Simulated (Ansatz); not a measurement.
The elements of this relaxed trial crystal are hidden behind letters.

```
lattice vectors (Å)
   3.2766    0.0000    0.0000
  -1.4079    5.4544    0.0000
  -0.4040   -1.1104    6.8675
fractional positions
X 0.1222 0.7891 0.1736
X 0.8778 0.2109 0.8264
Z 0.6103 0.6766 0.7841
Z 0.9058 0.3022 0.4254
Z 0.3897 0.3234 0.2159
Z 0.0942 0.6978 0.5746
```

Level of theory: Ansatz 0.2.0, DFT PBE+D3(BJ), scalar-relativistic, plane waves, PAW. Settings of the last relaxation (6-atom cell): 420 eV, 8×6×4 k points, Gaussian smearing of 0.02 eV, no spin polarisation.

- Space group: P-1 (No. 2)
- Conventional cell: a = 3.277 Å, b = 5.633 Å, c = 6.968 Å, α = 98.0°, β = 93.3°, γ = 104.5°
- Volume per atom: 20.46 Å³
- Density: 2.30 g/cm³
- Energy over the elements: −0.322 eV/atom
- Gap on the 8×6×4 mesh of the 6-atom cell: 0.87 eV

Energies are uncorrected and count from the elements' standard states at the same level.

Q: X is an s-block element of period 3 and Z is a p-block element of period 3. Which elements are they?

A: X = Na, Z = P, so the formula is NaP2. Density times volume gives a mean mass of 2.30 × 20.46/1.6605 = 28.3 u per atom, and this set has 28.3 u. Among the elements that the hints allow, noble gases aside, only these give it. Na has 9 P at 2.88–3.52 Å, 2 Na at 3.28 Å and 2 Na at 3.66–3.80 Å; around P on its first site lie 2 P at 2.21 Å, 5 Na at 2.88–3.29 Å and 4 P at 3.28–3.39 Å; around P on its second site lie 3 P at 2.21–2.24 Å, 1 Na at 2.91 Å, 4 P at 3.28–3.39 Å and 3 Na at 3.41–3.52 Å.

Kohn–Sham gaps at this level usually fall short of measured ones. A structure relaxed within its symmetry needn't be a true minimum.
